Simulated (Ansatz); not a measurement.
## Calculated coordination and ⁵⁵Mn quadrupole coupling for CaMn₂P₂H₄O₁₀

Cell: a Materials Project structure (computed, not necessarily an observed phase), atoms as given.

```cif
data_structure
_symmetry_space_group_name_H-M 'P 1'
_symmetry_Int_Tables_number 1
_cell_length_a 5.4044
_cell_length_b 5.6988
_cell_length_c 8.1950
_cell_angle_alpha 75.108
_cell_angle_beta 71.502
_cell_angle_gamma 73.236
_cell_volume 225.34
loop_
_atom_site_label
_atom_site_type_symbol
_atom_site_fract_x
_atom_site_fract_y
_atom_site_fract_z
_atom_site_occupancy
Ca1 Ca 0.24502 0.90055 0.12811 1
Mn2 Mn 0.45909 0.40073 0.55496 1
Mn3 Mn 0.00709 0.53415 0.97843 1
H4 H 0.97514 0.54849 0.32712 1
H5 H 0.71862 0.78741 0.28146 1
H6 H 0.90056 0.42856 0.70560 1
H7 H 0.09894 0.16582 0.77576 1
P8 P 0.51555 0.23758 0.19725 1
P9 P 0.53631 0.81075 0.75620 1
O10 O 0.36256 0.30130 0.05340 1
O11 O 0.46688 0.97745 0.30397 1
O12 O 0.65166 0.75148 0.91763 1
O13 O 0.62287 0.03715 0.62745 1
O14 O 0.38877 0.44576 0.31330 1
O15 O 0.82121 0.21876 0.12458 1
O16 O 0.63491 0.58112 0.66114 1
O17 O 0.22343 0.85764 0.83765 1
O18 O 0.07903 0.35282 0.73898 1
O19 O 0.90488 0.66961 0.23486 1
```

Sites (sets of like atoms) are named by element and the number of their first atom in this list.

Level of theory: DFT, PBE+U (U = 3.9 eV on Mn d), plane waves and PAW, scalar-relativistic, collinear spin, 420 eV cutoff, Γ-centred 5×4×3 k-points, Fermi–Dirac smearing 0.02 eV (Ansatz 0.2.0). Start moments as typed (μB): 0 -5 5 0 0 0 0 0 0 0 0 0 0 0 0 0 0 0 0 by atom.

Q(⁵⁵Mn) = 330.0 mb.

(1) Order the Mn environments from the weakest to the strongest quadrupole coupling.
A. Mn2: 4 O at 2.02–2.17 Å; also 1 O at 3.33 Å
B. Mn3: 6 O at 2.10–2.32 Å

## Answers

(1) B (32.2 MHz, η = 0.85), A (43.2 MHz, η = 0.65).

Like point charges on the first shell alone (each adding as 1/d³) would give the same order.

The magnetic order is the one that the run reached from its start moments, not necessarily the measured one.
